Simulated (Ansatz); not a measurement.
Method: Ansatz 0.2.0, DFT PBE, scalar-relativistic, plane waves, PAW. All cells share a 420 eV cutoff and Γ-centred k meshes spaced at most about 0.3 Å⁻¹ (about 0.25 or finer for metals, 2π included). No spin polarisation in the final relaxations.

Temperature and zero-point effects are left out.

Compare these two cells of Sc₃SbP₂, each relaxed at this level.

A.

```cif
data_structure
_symmetry_space_group_name_H-M 'R3m:H'
_symmetry_Int_Tables_number 160
_cell_length_a 3.7723
_cell_length_b 3.7723
_cell_length_c 30.4028
_cell_angle_alpha 90.000
_cell_angle_beta 90.000
_cell_angle_gamma 120.000
_cell_volume 374.68
loop_
_atom_site_label
_atom_site_type_symbol
_atom_site_symmetry_multiplicity
_atom_site_Wyckoff_symbol
_atom_site_fract_x
_atom_site_fract_y
_atom_site_fract_z
_atom_site_occupancy
Sc1 Sc 3 a 0.00000 0.00000 0.12457 1
Sc2 Sc 3 a 0.33333 0.66667 0.22272 1
Sc3 Sc 3 a 0.66667 0.33333 0.32033 1
Sb1 Sb 3 a 0.66667 0.33333 0.05492 1
P1 P 3 a 0.66667 0.33333 0.17276 1
P2 P 3 a 0.00000 0.00000 0.27376 1
```

B.

```cif
data_structure
_symmetry_space_group_name_H-M 'P4/mmm'
_symmetry_Int_Tables_number 123
_cell_length_a 3.3104
_cell_length_b 3.3104
_cell_length_c 10.7474
_cell_angle_alpha 90.000
_cell_angle_beta 90.000
_cell_angle_gamma 90.000
_cell_volume 117.78
loop_
_atom_site_label
_atom_site_type_symbol
_atom_site_symmetry_multiplicity
_atom_site_Wyckoff_symbol
_atom_site_fract_x
_atom_site_fract_y
_atom_site_fract_z
_atom_site_occupancy
Sc1 Sc 2 h 0.50000 0.50000 0.21243 1
Sc2 Sc 1 d 0.50000 0.50000 0.50000 1
Sb1 Sb 1 a 0.00000 0.00000 0.00000 1
P1 P 2 g 0.00000 0.00000 0.34324 1
```

**Question.** Which is lower in energy, and by how much?

**Answer.** A is lower, by 0.38 eV/atom. A has space group R3m (No. 160), 20.8 Å³/atom and no gap on its mesh; B has Sb and P ordered on caesium chloride sites, space group P4/mmm (No. 123), 19.6 Å³/atom and no gap. Counting P or Sb atoms around Sc (for each partner element, those within 1.25 times its shortest distance or 1.15 times the sum of covalent radii, where it is the nearest in units of that sum or under 1.3), A has Sc 6 and B has Sc 8. The lower one is the more open, so pressure narrows the difference. In A, Sc on its first site has 3 P at 2.62 Å and 3 Sb at 3.04 Å; Sb is surrounded by 6 Sc at 3.00–3.04 Å; P on its first site is surrounded by 6 Sc at 2.62–2.66 Å; 3 more sites not described. In B, around Sc on a site of symmetry 4mm lie 4 P at 2.73 Å, 1 Sc at 3.09 Å, 4 Sb at 3.27 Å and 4 Sc at 3.31 Å; Sb is surrounded by 8 Sc at 3.27 Å, 4 Sb at 3.31 Å and 2 P at 3.69 Å; around P lie 8 Sc at 2.73–2.88 Å, 5 P at 3.31–3.37 Å and 1 Sb at 3.69 Å; 1 more site not described. Both come from invented guesses.

Spin–orbit coupling, which can matter for Sb, is left out. Cells relaxed within their symmetry can be saddle points. The R3m cell of Sc3SbP2 came from shaking the P4/mmm one.
